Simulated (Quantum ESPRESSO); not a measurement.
pw.x input (Quantum ESPRESSO 7.5; PBEsol, PseudoDojo standard norm-conserving files, scalar-relativistic):

```
&CONTROL
  calculation = 'scf'
  pseudo_dir = './pseudo'
  outdir = './out'
  tprnfor = .true.
  tstress = .true.
/
&SYSTEM
  ibrav = 0
  nat = 4
  ntyp = 2
  ecutwfc = 82.0
  ecutrho = 328.0
  occupations = 'smearing'
  smearing = 'fd'
  degauss = 0.005
  nbnd = 38
/
&ELECTRONS
  conv_thr = 4e-10
/
ATOMIC_SPECIES
Sc 44.9559 Sc.upf
Pd 106.4200 Pd.upf
CELL_PARAMETERS angstrom
  3.979650000000   0.000000000000   0.000000000000
  0.000000000000   3.979650000000   0.000000000000
  0.000000000000   0.000000000000   3.979650000000
ATOMIC_POSITIONS crystal
Sc   0.000000000000   0.000000000000   0.000000000000
Pd   0.500000000000   0.500000000000   0.000000000000
Pd   0.000000000000   0.500000000000   0.500000000000
Pd   0.500000000000   0.000000000000   0.500000000000
K_POINTS automatic
12 12 12 0 0 0
```

End of the output:

```

[...]
     the Fermi energy is    17.4994 ev
!    total energy              =    -906.07813949 Ry
     estimated scf accuracy    <          2.2E-10 Ry
     smearing contrib. (-TS)   =      -0.00325389 Ry
     internal energy E=F+TS    =    -906.07488560 Ry
     The total energy is F=E-TS. E is the sum of the following terms:
     one-electron contribution =    -300.35409650 Ry
     hartree contribution      =     188.30035498 Ry
     xc contribution           =    -139.05707714 Ry
     ewald contribution        =    -654.96406694 Ry
     convergence has been achieved in  14 iterations
     Forces acting on atoms (cartesian axes, Ry/au):
     atom    1 type  1   force =     0.00000000    0.00000000    0.00000000
     atom    2 type  2   force =     0.00000000    0.00000000    0.00000000
     atom    3 type  2   force =     0.00000000    0.00000000    0.00000000
     atom    4 type  2   force =     0.00000000    0.00000000    0.00000000
     Total force =     0.000000     Total SCF correction =     0.000000
     Computing stress (Cartesian axis) and pressure
          total   stress  (Ry/bohr**3)                   (kbar)     P=      -45.42
  -0.00030878   0.00000000   0.00000000          -45.42        0.00        0.00
   0.00000000  -0.00030878   0.00000000            0.00      -45.42        0.00
   0.00000000   0.00000000  -0.00030878            0.00        0.00      -45.42
```

Spin-orbit coupling is not included.

Geometry of the Materials Project entry, not relaxed at this level.
